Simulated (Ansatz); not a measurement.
**Pressure against volume in IrRh5**

It was reached by relaxing an invented guess, and it needn't be the stable form of this composition.

The calculation used Ansatz 0.2.0, DFT PBE, scalar-relativistic, plane waves, PAW. Plane waves to 420 eV, an 18×18×4 mesh through Γ for the 6-atom cell and 0.10 eV Gaussian smearing; no spin polarisation.

```
CELL_PARAMETERS angstrom
2.72830 0.00000 0.00000
-1.36415 2.36278 0.00000
0.00000 0.00000 13.19084
ATOMIC_POSITIONS crystal
Ir 0.66667 0.33333 0.50000
Rh 0.33333 0.66667 0.66661
Rh 0.33333 0.66667 0.00000
Rh 0.33333 0.66667 0.33339
Rh 0.66667 0.33333 0.83403
Rh 0.66667 0.33333 0.16597
```

The cell was set to several volumes, with shape and atoms relaxed at each where symmetry leaves them free. Pressure is positive in compression, and energies count from the lowest row. No row has a gap on its mesh.

| row | V (Å³/atom) | P (GPa) | ΔE (meV/atom) |
| --- | --- | --- | --- |
| 1 | 12.471 | 47.74 | 221.8 |
| 2 | 12.897 | 32.34 | 116.3 |
| 3 | 13.322 | ? | ? |
| 4 | 13.747 | 8.86 | 11.2 |
| 5 | 14.172 | 0.00 | 0.0 |
| 6 | 14.597 | -7.36 | 10.3 |
| 7 | 15.022 | -13.44 | 38.4 |
| 8 | 15.589 | -19.91 | 98.2 |

Problem. Find B = −V·ΔP/ΔV from rows 4 and 6 and from rows 1 and 2, and from the two its slope B′ and its value B0 at zero pressure.

Solution. Rows 4 and 6 give −(13.747 + 14.597)/2 × (-7.36 − (8.86))/(14.597 − 13.747) = 270.4 GPa at a mean pressure of 0.75 GPa. Rows 1 and 2 give −(12.471 + 12.897)/2 × (32.34 − (47.74))/(12.897 − 12.471) = 458.5 GPa at a mean pressure of 40.04 GPa. So B′ = (458.5 − 270.4)/(40.04 − (0.75)) = 4.79 and B0 = 270.4 − 4.79 × (0.75) = 266.8 GPa. A third-order Birch–Murnaghan fit to all the energies gives B0 = 268.8 GPa and B′ = 5.2.

Problem. Estimate the pressure and energy of row 3.

Solution. From row 5, V0 = 14.172 × (1 + (0.00)/266.8) = 14.172 Å³/atom. Murnaghan's form P = (B0/B′)·[(V0/V)^B′ − 1] gives (266.8/4.79) × [(14.172/13.322)^4.79 − 1] = 19.21 GPa; the computed pressure is 19.53 GPa, so the estimate is off by -0.32 GPa. The work of compression from row 4, with the mean of the two pressures, gives ΔE = 11.2 + (19.21 + 8.86)/2 × (13.747 − 13.322)/160.2 × 1000 = 48.4 meV/atom (1 eV/Å³ = 160.2 GPa); the computed value is 48.2 meV/atom.

Spin–orbit coupling, which can matter for Ir, is left out. All volumes keep the k mesh of the relaxed cell. A later test with randomly moved atoms came back to the same energy, though modes that don't fit the test's cell weren't probed.
